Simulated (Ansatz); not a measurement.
An Ansatz input:

```yaml
crystal:
  lattice:
    - [14.0, 0.0, 0.0]
    - [0.0, 14.4, 0.0]
    - [0.0, 0.0, 14.8]
  atoms:
    - { symbol: Yb, position: [0.5, 0.5, 0.5], spin: 0.01 }
  symmetry: { detect: false, time_reversal: true }
hamiltonian:
  xc: pbesol
  pseudopotentials:
    kind: paw
    azcp:
      Yb: "pseudopotentials/Yb.paw.azcp"
basis:
  ecutwfc: 420
  fft_grid_basis: typed
kpoints:
  mp_grid: { grid: [1, 1, 1], shift: [0, 0, 0] }
magnetization:
  spin_polarized: true
scf:
  occupations: { method: fermi_dirac, width: 0.01 }
```

Output

```
Warning: the record states the generating functional pbe (its physics header spells it `PBE`), which answers neither for hamiltonian.xc's functional nor for the pbesol family's — results may be inconsistent (PPs are generated against a specific XC)
Warning: where an SCF of this run starts from atoms to list the orders of its open shells, Yb (site 0, from 0) starts with 0.44 μB on its 4f shell, in the place of the 0.01 μB that the deck gives it: an open f shell starts with all that it can hold by Hund's first rule. To start from spheres of the given moment, type scf.initial_density.shell_occupations: []
Engine: ansatz 0.2.0, x86_64-unknown-linux-gnu
Pseudopotentials: kind: paw
Pseudopotential: Yb, paw, valence charge 24, recommended cutoff 420 eV (normal) 
Functional definition: PBEsol
  exchange = pbesol_x
  correlation = pbesol_c
Crystal: 1 atoms, lattice volume = 2983.680 Å³
Basis set: ecut = 420 eV, 58327 PW (Γ)
Bands: 17, of which v1, the nominal top of the filled ones, is band 12 counted from 1 (11 counted from 0)
Symmetry: 1 space group operations
k-points: 1
Non-local potential: Yb, projectors of the file, l = 0: 3, l = 1: 2, l = 2: 2, l = 3: 3
PAW form: soft (Blöchl's): semilocal exchange-correlation on the pseudo side does not see the compensation charge
PAW frozen core: Yb, regenerated for the run's functional, and the local potential with it (the file was generated under x = pbe(κ = 0.804, μ = 0.2195149727645171), c = pbe(β = 0.06672455060314922))
PAW one-centre angular grid: Yb, 590 points (default); XC on 64 Gauss nodes
Initial density: superposition of atomic densities (neutral atoms: chi_scale 0, normalization atom)
Starting moments: Σ|m| = 0.01 μB on 1 of 1 site
Initial wavefunctions: pseudopotential atomic-orbital guess
Functional: x = pbesol(κ = 0.804, μ = 0.12345679012345678), c = pbesol(β = 0.046)
iter 1 solved again at ethr=2.11e-3 eV; its pass at ethr=3.10e-3 eV (dr2=5.05e-1 eV) is discarded
SCF iter   1: F=—  HF=-13672.981407 eV  |F-HF|=—  |Δ(HF+E_count)|=         —  Δρ=4.60e-3 (↑1.87e-4 ↓4.60e-3)  dr2=5.05e-1  dr2_m=1.43e-1  M=0.318 μB ∫|m|=0.318 μB  β_m=0.30  ethr=2.11e-3  ⟨swp⟩=1.0  Hψ=440  notcnv=0
Mixer restart at iter 1: flushing history
automatic band count: the SCF goes on with 21 bands, as 17 were too few: the levels above may hold too much charge
spin=Collinear: Resta preconditioning applied to the charge; magnetization (m = ρ↑ − ρ↓) channel mixes plain (no charge-response kernel on spin).
SCF iter   2: F=—  HF=-13673.534844 eV  |F-HF|=—  |Δ(HF+E_count)|=   5.53e-1  Δρ=2.47e-3 (↑1.17e-3 ↓2.47e-3)  dr2=3.35e-2  dr2_m=8.87e-2  M=0.269 μB ∫|m|=0.269 μB  β_m=0.38  ethr=2.11e-3  ⟨swp⟩=3.0  Hψ=80  notcnv=0
SCF iter   3: F=—  HF=-13673.729722 eV  |F-HF|=—  |Δ(HF+E_count)|=   1.95e-1  Δρ=3.02e-3 (↑6.30e-4 ↓3.02e-3)  dr2=1.51e-1  dr2_m=8.95e-2  M=0.145 μB ∫|m|=0.147 μB  β_m=0.05  ethr=1.39e-4  ⟨swp⟩=3.0  Hψ=103  notcnv=0
SCF iter   4: F=—  HF=-13674.177277 eV  |F-HF|=—  |Δ(HF+E_count)|=   4.48e-1  Δρ=1.92e-3 (↑9.76e-4 ↓1.92e-3)  dr2=5.35e-2  dr2_m=5.61e-2  M=0.012 μB ∫|m|=0.024 μB  β_m=0.11  ethr=1.39e-4  ⟨swp⟩=5.0  Hψ=120  notcnv=0
...
iter 22 did not close the SCF: its close was put off for a magnetic moment that had not settled (scf_convergence_deferred on its scf_iter line)
SCF iter  22: F=-13674.464531 eV  HF=-13674.464531 eV  |F-HF|=5.45e-9  |Δ(HF+E_count)|=   1.76e-8  Δρ=1.24e-7 (↑1.24e-7 ↓1.02e-7)  dr2=2.27e-9  dr2_m=6.00e-11  M=0.000 μB ∫|m|=0.000 μB  β_m=0.84  ethr=3.54e-11  ⟨swp⟩=1.0  Hψ=108  notcnv=0
SCF iter  23: F=-13674.464531 eV  HF=-13674.464531 eV  |F-HF|=5.46e-10  |Δ(HF+E_count)|=   6.40e-9  Δρ=1.08e-7 (↑1.02e-7 ↓1.08e-7)  dr2=1.38e-9  dr2_m=3.44e-12  M=0.000 μB ∫|m|=0.000 μB  ethr=9.48e-12  ⟨swp⟩=1.0  Hψ=114  notcnv=0
SCF 1 converged in 23 iterations: F = -13674.464531 eV  dr2 = 1.38e-9
iteration 23: the least curvature of the free energy that was read at this close is 0.509 (0.587 in the run's own bands): not negative
WARN: the starting moments were not kept: the SCF closed with an absolute magnetisation of 3.8e-6 μB, where they sum to 0.01 μB in size (1 site). That is at most 0.1 of that sum. Measured as dr2_m measures the in/out step, that magnetisation stands 1.0e-12 eV from none, at or under the dr2_threshold of 1.0e-7 eV: it is no larger than a step whose dr2_m would equal this threshold. The system may hold no moment; this SCF shows only that its start led to no more than that. To try another start: raise the starting moments (crystal.atoms[].spin, magnetization.per_species, magnetization.initial_magnetization, or on a non-collinear deck that types none of these the spinor_matrix: blocks that start its atoms; where the total moment is fixed, keep their sum and leave initial_magnetization as it is; typed ones take the place of any that the run laid by itself, positive ones on a crystal's lanthanoids without a Hubbard term where scf.initial_density.shell_occupations: [] is typed) or, if the notice of its spin-set hold's release reads "site moments contracting" or "site moments show no strong build", lengthen the hold (scf.mixing.spin_hold: { on: { confirm: 4 } }; for m-r²SCAN on two components see the key's manual first). Each may lead to a state that holds a moment. A second SCF, from the converged charge density, with the starting moments and any scf.initial_density.shell_occupations laid on it anew, would have followed, and was not run: the deck does not ask for one (magnetization.retry_lost_moments is false, the default). To let it run, set magnetization.retry_lost_moments: true and run the deck again, where that key's refused combinations let it; where memory then withholds it, that run's warning says so.
SCF converged after 23 iterations
Magnetization: 0.0000 μB (12.0000 up, 12.0000 down)
Absolute magnetization: 0.0000 μB (∫|ρ↑−ρ↓|, with the PAW one-centre terms)
Spin contamination: 0.0000 ħ² per cell (⟨S²⟩ above its minimum at these occupations)
Per-site moments (μB) at R_I (Å): [(-2.3722855767579645e-9, 5.775)]
Free energy (F): -13674.464531 eV
Harris-Foulkes:  -13674.464531 eV  (|F-HF|=5.46e-10)
Internal energy: -13674.464531 eV  (E = F + TS)
E sigma→0 (E₀):  -13674.464531 eV
Fermi energy:    -1.891788 eV
--- Per-component energies (eV) ---
  E_band       = -321.074146
  E_kinetic    = 342.157430
  E_local      = -11608.258225  (includes V_loc(G=0)·N_el)
  E_nonlocal   = 578.395514
  E_hartree    = 5233.226556
  E_xc         = -154.405056
  E_vxc        = -192.650916  (∫ρ·V_xc dr)
  E_paw        = -7250.019248  (= ΣΔE_a)
  E_vpaw       = 92.830054  (= ΣTr[D̂ρ^β])
  E_aug_tail   = 0.000002  (compensation charges beyond the density's cutoff)
  E_ewald      = -816.690699
  E_core_change = 1.129194  (= ΣΔE_core)
  E_smearing   = -0.000000  (= −TS)
  E_closure    = 0.000000  (closes the sum)
  Σ components = -13674.464531   (vs F -13674.464531, Δ=0.00e0)
--- Band table (eV) ---
  k-point 0 ↑: bands = ["-54.7264", "-27.2470", "-27.2470", "-27.2470", "-3.7474", "-2.9032", "-2.9032", "-2.9032", "-2.9032", "-2.9032", "-2.9032", "-2.9032", "-0.8912", "-0.8888", "-0.8858", "-0.5021", "-0.5006", "-0.4920", "-0.4916", "-0.4913", "-0.0605"]
  k-point 0 ↓: bands = ["-54.7264", "-27.2470", "-27.2470", "-27.2470", "-3.7474", "-2.9032", "-2.9032", "-2.9032", "-2.9032", "-2.9032", "-2.9032", "-2.9032", "-0.8912", "-0.8888", "-0.8858", "-0.5021", "-0.5006", "-0.4920", "-0.4916", "-0.4913", "-0.0605"]
```

Launched by

```sh
ansatz run input.yaml --threads 4 --pin off --max-ram 8192MiB --backend cpu --events-out ev --progress --plain --runs-dir out
```

On 4 threads of AMD EPYC 9R45 96-Core Processor (Zen 5) (shared host) this took about 8.7 s of wall time and 32 s of CPU time, with 1.7 GiB at the peak.
